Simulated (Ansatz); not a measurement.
MoSe2:
```
MoSe2
1.0
    3.27697     0.00000     0.00000
   -1.63848     2.83794     0.00000
    0.00000     0.00000    12.73538
Se Mo
4 2
Cartesian
  0.00000   1.89196   7.87754
  1.63848   0.94598   1.50985
  0.00000   1.89196  11.22553
  1.63848   0.94598   4.85784
  0.00000   1.89196   3.18385
  1.63848   0.94598   9.55154
```

Relaxed with PBE+D3(BJ).

Problem. Map the electron localisation function on the plane through (0.333, 0.667, 0.619) spanned by u = [0, 0, 1] and v = [1, -1, 0] in lattice vectors, from DFT-PBE+D3(BJ) in the program Ansatz with PAW potentials.

Solution. x is the fraction of u, y of v (the angle between them is 90°; rows are the nearest grid lines); atoms in the plane: Se at (0.00, 0.00), Se at (0.50, 0.33), Se at (0.26, 0.00), Se at (0.76, 0.33), Mo at (0.63, 0.00), Mo at (0.13, 0.33).
```
y \ x   0.000  0.100  0.175  0.275  0.375  0.450  0.550  0.625  0.725  0.825  0.900   1.00
------  -----  -----  -----  -----  -----  -----  -----  -----  -----  -----  -----  -----
1.00    0.102  0.403  0.531  0.181  0.586  0.044  0.256  0.283  0.191  0.030  0.795  0.102
0.929   0.433  0.403  0.538  0.519  0.447  0.061  0.189  0.717  0.187  0.042  0.715  0.433
0.857   0.748  0.376  0.475  0.767  0.172  0.075  0.149  0.585  0.187  0.055  0.401  0.748
0.786   0.527  0.336  0.337  0.530  0.044  0.063  0.151  0.201  0.162  0.049  0.088  0.527
0.679   0.053  0.311  0.238  0.046  0.012  0.028  0.103  0.420  0.085  0.024  0.013  0.053
0.607   0.080  0.262  0.213  0.070  0.015  0.075  0.164  0.403  0.153  0.060  0.017  0.080
0.536   0.149  0.148  0.126  0.128  0.030  0.563  0.510  0.349  0.547  0.503  0.026  0.149
0.464   0.201  0.470  0.304  0.169  0.073  0.820  0.705  0.260  0.725  0.811  0.038  0.201
0.393   0.199  0.738  0.702  0.163  0.180  0.850  0.684  0.201  0.608  0.876  0.060  0.199
0.321   0.179  0.706  0.753  0.144  0.243  0.829  0.618  0.190  0.466  0.880  0.074  0.179
0.214   0.629  0.553  0.425  0.608  0.074  0.835  0.765  0.142  0.782  0.825  0.061  0.629
0.143   0.785  0.219  0.320  0.789  0.109  0.625  0.545  0.505  0.659  0.537  0.266  0.785
0.0714  0.440  0.376  0.529  0.520  0.409  0.123  0.232  0.697  0.252  0.080  0.693  0.440
0.000   0.102  0.403  0.531  0.181  0.586  0.044  0.256  0.283  0.191  0.030  0.795  0.102
```

The density is the valence pseudo-density with augmentation charge, so density and ELF within about 1 Å of a nucleus are not all-electron values.

Space group P6_3/mmc. The PBE+D3(BJ) relaxation kept the symmetry of its start; phonons on a q-mesh show no instability. No spin polarisation was allowed.

Potentials: the later of the program's two PAW sets.
